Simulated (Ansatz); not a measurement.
The calculation used DFT PBE, scalar-relativistic, plane waves, PAW (Ansatz). Settings: cutoff 420 eV, Γ-centred meshes spaced at most about 0.3 Å⁻¹, and about 0.25 Å⁻¹ or finer for metals (2π included), Gaussian smearing. No spin polarisation in the final relaxations.

These are static total energies at zero pressure.

Two forms of CaSi2N2 were relaxed alike.

A.

```
CELL_PARAMETERS angstrom
1.93850 -3.88180 0.00000
1.93850 3.88180 0.00000
0.00000 0.00000 7.05754
ATOMIC_POSITIONS crystal
Ca 0.50000 0.50000 0.00000
Si 0.65299 0.34701 0.50000
Si 0.34701 0.65299 0.50000
N 0.50000 0.50000 0.68422
N 0.50000 0.50000 0.31578
```

B.

```
CELL_PARAMETERS angstrom
-2.90486 2.90486 3.41892
2.90486 -2.90486 3.41892
2.90486 2.90486 -3.41892
ATOMIC_POSITIONS crystal
Ca 0.50000 0.50000 0.00000
Si 0.50000 0.00000 0.50000
Si 0.00000 0.50000 0.50000
N 0.75000 0.25000 0.50000
N 0.25000 0.75000 0.50000
```

Question: Which is lower in energy, and by how much?

Answer: A is lower, by 0.70 eV/atom. A has space group Cmmm (No. 65), 21.2 Å³/atom and no gap on its mesh; B has space group I4/mmm (No. 139), 23.1 Å³/atom and no gap. The shortest distance is 1.76 Å (Si–N) in A and 1.71 Å (Si–N) in B. A holds Si–Si nets (shortest 2.38 Å); in B the shortest Si–Si distance is 3.42 Å. The denser one is the lower, and pressure would at first widen the difference. In A, Ca has 2 N at 2.23 Å; Si is surrounded by 2 N at 1.76 Å and 3 Si at 2.38–2.45 Å; around N lie 2 Si at 1.76 Å and 1 Ca at 2.23 Å. In B, Ca is surrounded by 4 Si at 2.90 Å and 8 N at 3.37 Å; Si is surrounded by 2 N at 1.71 Å and 2 Ca at 2.90 Å; around N lie 2 Si at 1.71 Å and 4 Ca at 3.37 Å. Both come from invented guesses.

Cells relaxed within their symmetry can be saddle points.
